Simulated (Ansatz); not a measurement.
**TmAgTe2**

Computed with Ansatz (plane waves, PAW, 420 eV cutoff): PBEsol, scalar-relativistic, collinear spin, 8×8×6 k-mesh, Gaussian smearing of 0.05 eV; PAW files: Ansatz's generated set soft_2.

```
Ag Te Tm
1.0
     4.26380    0.00000    0.00000
    -2.13190    3.69256    0.00000
     0.00000    0.00000    6.82342
Ag Te Tm
1 2 1
Direct
  0.00000 0.00000 0.50000
  0.66667 0.33333 0.73748
  0.33333 0.66667 0.26252
  0.00000 0.00000 0.00000
```

The chain of runs began from a structure of the Materials Project database, expanded in volume; all values here are this work's own. Such entries can be computed or ordered models and not known phases.

Magnetic state: ferromagnetic, site spin moments Tm 1.44 μB.

The cell is relaxed to zero pressure at this level.

Path: Γ–M–K–Γ–A–L–H–A | L–M | H–K, with Γ = (0.000, 0.000, 0.000), M = (0.500, 0.000, 0.000), K = (0.333, 0.333, 0.000), A = (0.000, 0.000, 0.500), L = (0.500, 0.000, 0.500), H = (0.333, 0.333, 0.500) in reciprocal vectors of the calculation's cell.

Task: Is it a metal or an insulator, and if it has a gap, where are the band edges on this path?

Result: A metal: bands cross the Fermi level.

Bands as a text map, energy in eV from the Fermi level (dashes), each leg drawn with the same width, + spin up, o spin down, # both:
```
  2.86 | #                ###    +####  #o    #  # #### ##    #+     #     
  2.57 |o #              ##  o###        +# o#  #   #oo#o   o#        #    
  2.29 |+  #       o    #    +   ###o##    #+  #     ++ +o##+          #o  
  2.00 |          #+##o#            +  o      #          +              +#o
  1.71 |    #o  o#    +                +o    #                            +
  1.43 |     +##+                       +####             #########        
  1.14 |                                                                   
  0.86 |                          ooo                    o                 
  0.57 | oo                oo  ooo+++#o                 o+                 
  0.29 |o##o             o###oo ++   ++oooooo          o# ooooo            
  0.00 |#oo#ooooooooooooo#ooo###ooooooo#######ooooooooo##o###oooooooooooooo
 -0.29 |o####ooooooooooooooo#oo#oooooooooo#o####oooooo#ooooo####ooooooooooo
 -0.57 | #oo#####  ooooo#oo## oo#ooooo####oooo#o####++o#oooooo#o####+  oooo
 -0.86 |##++ o   ##    +  +##### ++  +#ooo    o##o #o#+#+     o+    o##+   
 -1.14 |+###++#++++###+#+##+#++###++++#++++++++++++++###+++++++##++++++###+
 -1.43 |++#+#++####++#####++++++++######++++++++++++++####+++++++##+++++++#
 -1.71 |++##+###++++++++#++#+++++#+++++##++++++++++++##+++++++++###++++++++
 -2.00 |  ++ +++##     #+  +      #    ++##o        o++   oo####+++        
 -2.29 |   ##    o#####   #        o   #   ####     # #o  #####oo       ###
 -2.57 |     ####+  ####o#+        +o # #     +##  #+  + o     ++##    ####
 -2.86 |    #o    ##+   ##          ##          +### #  ##         ####    
 -3.14 |     +####                 #  #  #o##o      #  #  ######### o#     
 -3.43 |     ## +####o ###       ##    ###+  +#########        ##+ ###oo   
 -3.71 |###########o +#   #######oo##o o########        o##########   ++###
 -4.00 |+### ################++++++  ######  ############   ##++###########
 -4.29 |   ##o######## ####        o############+#####################     
 -4.57 |###############+ ##############o ## +#############   ++############
 -4.86 |  ## #      #####  #    #+     +#######      ++   ###o          ###
        Γ      M      K      Γ      A      L      H      AL       MH      K
```

Without a U the open 4f shell is pinned at the Fermi level, an artefact: in the real crystal it splits into occupied and empty levels away from it, and its large orbital moment is missing here. These numbers lack spin–orbit coupling. The run wasn't fully tested for a lower electronic state. Site moments are of spin, integrated over atomic spheres. Only parallel moments were tried, so the real magnetic order may be another.

A lower state of the open shells can't be excluded, and forces and pressures are less sure for it.
